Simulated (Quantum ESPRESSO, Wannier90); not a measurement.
# Tight-binding from DFT: RbPbF3 (cubic perovskite)

Materials Project entry mp-21043; symmetrised, unrelaxed at this level. Not found in the COD (Crystallography Open Database) copy used; not checked further. Computed values, not measurements, from PBEsol: Quantum ESPRESSO (norm-conserving PseudoDojo potentials, cutoff 68 Ry, no spin polarisation, no spin-orbit coupling) on a Γ-centred 6×6×6 mesh, then Wannier90. Density: 6×6×6 mesh, cold smearing 0.01 Ry. Spin-orbit coupling is left out although heavy elements are present.

```
begin unit_cell_cart
ang
    4.8617200000    0.0000000000    0.0000000000
    0.0000000000    4.8617200000    0.0000000000
    0.0000000000    0.0000000000    4.8617200000
end unit_cell_cart
mp_grid = 6 6 6
```

Neighbour vectors b of the finite-difference formula (Å⁻¹), by shell:

| shell | b_x | b_y | b_z |
|---|---|---|---|
| 1 | 0.00000 | 0.00000 | 0.21540 |
| 1 | 0.00000 | 0.21540 | 0.00000 |
| 1 | 0.21540 | 0.00000 | 0.00000 |
| 1 | 0.00000 | 0.00000 | -0.21540 |
| 1 | 0.00000 | -0.21540 | 0.00000 |
| 1 | -0.21540 | 0.00000 | 0.00000 |

Question: Find the weights w_b from the completeness condition Σ_b w_b b_α b_β = δ_αβ.

Answer: Shell 1: Σ b_x² = 0.093, Σ b_y² = 0.093, Σ b_z² = 0.093 Å⁻²
Each of the three diagonal sums, weighted, has to give 1 and the off-diagonal ones 0, which holds for w_1 = 10.8 Å². Check on xx: 10.78×0.093 = 1.00.

On this mesh the 9 functions of bands 14-22 (bands 14-22; start: atomic waves F 2p, conv_tol = 1.0e-6) end with spreads 0.7249, 2.6283, 0.7249, 0.7249, 0.7249, 2.6283, 2.6283, 0.7249, 0.7249 Å², Ω_I = 11.5827 Å² and Ω_D = 0.0000 Å².

Ω_total is the sum of the spreads, 12.234 Å². Ω_OD = Ω_total − Ω_I − Ω_D = 0.652 Å². Only (Ω_D + Ω_OD)/Ω_total = 5.3 % depends on the gauge, and another start could lower the total by that share at most. The rms radius is √(Ω_total/9) = 1.17 Å.
